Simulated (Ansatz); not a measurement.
MgTe:
```cif
data_Mg4Te4
_chemical_formula_sum 'Te4 Mg4'
_space_group_name_H-M_alt 'Fm-3m'
_space_group_IT_number 225
_space_group_name_Hall '-F 4 2 3'
_cell_length_a 5.90572
_cell_length_b 5.90572
_cell_length_c 5.90572
_cell_angle_alpha 90.000
_cell_angle_beta 90.000
_cell_angle_gamma 90.000
loop_
_atom_site_label
_atom_site_type_symbol
_atom_site_symmetry_multiplicity
_atom_site_Wyckoff_symbol
_atom_site_fract_x
_atom_site_fract_y
_atom_site_fract_z
_atom_site_occupancy
Te1 Te 4 a 0.00000 0.00000 0.00000 1
Mg1 Mg 4 b 0.50000 0.50000 0.50000 1
```
(The calculation used a cell of 2 atoms; values per cell refer to that cell.)

Relaxed with PBEsol. PBEsol (plane waves, PAW; program Ansatz) gives a gap of 0.45 eV.

Problem. What gap does HSE06 give on the same cell (Ansatz, PAW)?

Solution. 1.09 eV, 0.64 eV more. The hybrid was solved on a coarser mesh and at special points; its gap is the smallest among all of these.

```csv
k,v1 PBEsol,c1 PBEsol,v1 HSE06,c1 HSE06
Γ,0.00,2.24,[?],[?]
X,-1.88,0.45,-2.05,1.09
L,-0.54,3.11,[?],[?]
W,-2.82,3.32,[?],[?]
K,-1.51,1.72,[?],[?]
```

Problem. Top valence (v1) and lowest conduction level (c1) in eV from each method's valence maximum (which need not be a listed point): supply the withheld HSE06 values.

Solution. 
- W, v1 HSE06: -2.98
- W, c1 HSE06: 4.08
- L, v1 HSE06: -0.59
- L, c1 HSE06: 3.95
- K, v1 HSE06: -1.63
- K, c1 HSE06: 2.42
- Γ, v1 HSE06: 0.00
- Γ, c1 HSE06: 3.19

Cost on shared cores: the PBEsol run (SCF on a 8×8×8 mesh, then bands and DOS) around 12 core-seconds (rough), the HSE06 run (SCF on 6×6×6, then a few points) about 100 core-seconds (a rough figure); the tasks are unlike.

A made-up cell: these elements were put on the sites of a structure type; the Crystallography Open Database copy checked does not list it. COD files the formula under space group No. 186, so this cell is another polymorph or a model. Whether it is the stable phase at ambient conditions was not checked. Symmetry was held in the PBEsol relaxation; its stability against distortions is not shown here. Spin–orbit coupling is left out wherever it is not named.

Potentials: the later of the program's two PAW sets.
